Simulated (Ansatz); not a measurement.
## Equation of state of La3Se4

A database entry relaxed whole under r2SCAN (I-43d):

```
La Se
1.0
    -4.55399    4.55399    4.55399
     4.55399   -4.55399    4.55399
     4.55399    4.55399   -4.55399
La Se
6 8
Direct
  0.25000 0.62500 0.37500
  0.37500 0.25000 0.62500
  0.75000 0.87500 0.12500
  0.12500 0.75000 0.87500
  0.62500 0.37500 0.25000
  0.87500 0.12500 0.75000
  0.14962 0.14962 0.14962
  0.85038 0.50000 0.00000
  0.50000 0.00000 0.35038
  0.00000 0.85038 0.50000
  0.35038 0.50000 0.00000
  0.64962 0.64962 0.64962
  0.00000 0.35038 0.50000
  0.50000 0.00000 0.85038
```

The cell was scaled uniformly, its shape held, and the atoms relaxed at each volume with plane-wave PAW DFT (Ansatz 0.2.0; r2SCAN, 500 eV, 5×5×5 Γ-centred mesh, fermi-dirac occupations of width 0.100 eV; no spin, no spin-orbit coupling). One row is withheld.

| volume (Å³/atom) | energy over the lowest (meV/atom) | pressure (GPa) |
| --- | --- | --- |
| 25.365 | 21.7 | 4.76 |
| 25.905 | 9.0 | 2.99 |
| 26.444 | 2.0 | 1.39 |
| 26.984 | 0.0 | -0.03 |
| 27.524 | ? | ? |
| 28.063 | 8.9 | -2.35 |
| 28.603 | 19.0 | -3.36 |

Problem. Fit the pressures of the other rows to the third-order Birch-Murnaghan form.

Solution. With f = [(V₀/V)^(2/3) − 1]/2 and P = 3B₀f(1 + 2f)^(5/2)[1 + 3(B₀′ − 4)f/2], least squares gives V₀ = 26.98 Å³ an atom, B₀ = 66.2 GPa and B₀′ = 5.0; the rows miss the fit by 0.01 GPa. The slope of the energies differs from these pressures by 0.11 GPa, since they are taken to zero smearing while pressures follow the free energy.

Problem. What does the withheld row hold?

Solution. The fit gives -1.26 GPa at 27.524 Å³; the run gave -1.24 GPa and 2.5 meV an atom.

Caveats: the shape of the cell was held; 0 K, fixed nuclei; the symmetry was kept, and this need not be the phase that is stable at 0 K; one mesh for all volumes; pressure is positive in compression.
